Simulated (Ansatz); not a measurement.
WSeS:
```cif
data_S2Se2W2
_chemical_formula_sum 'W2 Se2 S2'
_space_group_name_H-M_alt 'P 1'
_space_group_IT_number 1
_cell_length_a 3.23581
_cell_length_b 3.23581
_cell_length_c 12.89662
_cell_angle_alpha 90.000
_cell_angle_beta 90.000
_cell_angle_gamma 120.000
loop_
_space_group_symop_operation_xyz
  'x, y, z'
loop_
_atom_site_label
_atom_site_type_symbol
_atom_site_fract_x
_atom_site_fract_y
_atom_site_fract_z
_atom_site_occupancy
W1 W 0.33333 0.66667 0.25992 1
W2 W 0.66667 0.33333 0.74008 1
Se1 Se 0.33333 0.66667 0.87168 1
Se2 Se 0.66667 0.33333 0.12832 1
S1 S 0.66667 0.33333 0.37835 1
S2 S 0.33333 0.66667 0.62165 1
```

Relaxed with r²SCAN+D4.

### Question
Tabulate the valence density and the electron localisation function along the shortest W–Se contact (2.52 Å), the program Ansatz at the r²SCAN+D4 level (PAW).

### Answer


```tsv
distance from W (Å)	density (e/Å³)	ELF
0.25	4.93	0.24
0.38	5.34	0.54
0.50	4.74	0.69
0.63	3.45	0.70
0.76	2.14	0.58
0.88	1.21	0.39
1.01	0.74	0.29
1.14	0.58	0.35
1.26	0.57	0.54
1.39	0.62	0.70
1.51	0.73	0.77
1.64	0.89	0.78
1.77	1.31	0.76
1.89	2.56	0.69
2.02	5.76	0.53
2.15	13.01	0.33
2.27	25.36	0.18
```

The density is the valence pseudo-density with augmentation charge, so density and ELF within about 1 Å of a nucleus are not all-electron values.

Space group P-3m1. The workflow started from a Materials Project entry (that database holds measured and hypothetical structures alike); the Crystallography Open Database copy checked does not list it. Its standing as an ambient phase is unchecked. The r²SCAN+D4 relaxation kept the symmetry of its start; its stability against distortions is not shown here. No spin polarisation was allowed. Spin–orbit coupling is left out wherever it is not named.

Potentials: the later of the program's two PAW sets.
